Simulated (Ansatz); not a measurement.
SnPS$_{3}$:
Space group R-3, hexagonal axes (No. 148); a = 6.461 Å, b = 6.461 Å, c = 18.796 Å, α = 90.00°, β = 90.00°, γ = 120.00°

| atom | site | symmetry | x | y | z |
|---|---|---|---|---|---|
| Sn | 6c | 3. | 0.0000 | 0.0000 | 0.1915 |
| P | 6c | 3. | 0.0000 | 0.0000 | 0.4416 |
| S | 18f | 1 | 0.2520 | 0.3314 | 0.0791 |
(The calculation used a cell of 10 atoms; values per cell refer to that cell.)

Relaxed with LDA.

Q: Tabulate the valence density and the electron localisation function along the shortest P–S contact (2.03 Å), plane-wave PAW LDA (Ansatz code).

A: 

```csv
distance from P (Å),density (e/Å³),ELF
0.20,0.12,0.00
0.30,0.28,0.02
0.41,0.50,0.21
0.51,0.72,0.57
0.61,0.89,0.80
0.71,0.98,0.87
0.81,1.01,0.88
0.91,1.01,0.87
1.02,1.03,0.86
1.12,1.08,0.84
1.22,1.15,0.82
1.32,1.22,0.78
1.42,1.23,0.69
1.52,1.14,0.51
1.63,0.92,0.27
1.73,0.60,0.08
1.83,0.27,0.01
```

The density is the valence pseudo-density with augmentation charge, so density and ELF within about 1 Å of a nucleus are not all-electron values.

The first step of the workflow began from a Materials Project structure, measured or hypothetical; the Crystallography Open Database copy checked does not list it. COD files the formula under space group No. 7, 14, so this cell is another polymorph or a model. Whether it is the stable phase at ambient conditions was not checked. Symmetry was held in the LDA relaxation; whether a distortion lowers the energy is not shown. A crystal of weakly bound layers computed without a dispersion correction: the cell and the soft elastic constants depend strongly on that. Scalar-relativistic: spin–orbit coupling is off unless named, which matters more the heavier the elements.

Potentials: the later of the program's two PAW sets.
